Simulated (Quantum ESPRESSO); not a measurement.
## How NMR parameters follow strain in NaI (Fm-3m)

```
NaI
1.0
    0.00000     3.21866     3.21866
    3.21866     0.00000     3.21866
    3.21866     3.21866     0.00000
Na I
1 1
Direct
  0.00000   0.00000   0.00000
  0.50000   0.50000   0.50000
```
The geometry is a computed Materials Project entry, not a measured one. It is NaI in Fm-3m. Stability against distortions was not tested.

Isotropic strain: all lattice vectors are scaled together, so the volume changes by about three times as much; fractional positions kept.

Method: shieldings by GIPAW with PBE in a modified build of Quantum ESPRESSO, on JTH PAW datasets, 30 Ha, k-mesh 5×5×5 shifted, f-sum rule met within 0.004 %. Values are those of the named site's first atom. These are absolute shieldings with no macroscopic susceptibility term; δ = σ_ref − σ needs a reference computed alike. By our sweeps, such settings leave a few ppm in absolute σ on light atoms and up to some 20 ppm from Zn on. Spin–orbit coupling is left out; its weight grows with the heaviest atom, I here. No d partial waves on Na, I: the paramagnetic term there is incompletely reconstructed. Static lattice: thermal averaging is not included.

Unchanged cell: σ_iso Na (ppm) = 543.1, σ_iso I (ppm) = 4787.2.

Task: How do these values move along the path (lattice scale factor: 0.98, 0.99, 1.01, 1.02)?

Result: 
| lattice scale factor | σ_iso Na (ppm) | σ_iso I (ppm) |
|---|---|---|
| 0.98 | 536.5 | 4730.2 |
| 0.99 | 539.9 | 4758.8 |
| 1 | 543.1 | 4787.2 |
| 1.01 | 546.2 | 4815.4 |
| 1.02 | 549.3 | 4843.1 |
